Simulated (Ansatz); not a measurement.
Mg:
```cif
data_Mg2
_chemical_formula_sum 'Mg2'
_space_group_name_H-M_alt 'P63/mmc'
_space_group_IT_number 194
_space_group_name_Hall '-P 6c 2c'
_cell_length_a 3.19529
_cell_length_b 3.19529
_cell_length_c 5.10756
_cell_angle_alpha 90.000
_cell_angle_beta 90.000
_cell_angle_gamma 120.000
loop_
_atom_site_label
_atom_site_type_symbol
_atom_site_symmetry_multiplicity
_atom_site_Wyckoff_symbol
_atom_site_fract_x
_atom_site_fract_y
_atom_site_fract_z
_atom_site_occupancy
Mg1 Mg 2 d 0.66667 0.33333 0.25000 1
```

Relaxed with r²SCAN.

Problem. Decompose the optical modes at the zone centre into irreducible representations, and say which are infrared and Raman allowed.

Solution. Point group 6/mmm: Γ_opt = B1g + E2g. Infrared: none. Raman: E2g.

Problem. Assign frequencies (DFPT, plane-wave PAW r²SCAN (Ansatz code)).

Solution. E2g 138, B1g 269 cm⁻¹.

Subscripts of B labels follow the axes of the standard setting.

Space group P6_3/mmc (hcp (Mg type)). The r²SCAN relaxation kept the symmetry of its start; of distortions, only those at the zone centre were tested. As this level gives no gap, phonon frequencies hold no LO–TO term and depend on the k-mesh and smearing (Fermi–Dirac, 0.1 eV here).

Potentials: the earlier of the program's two PAW sets.
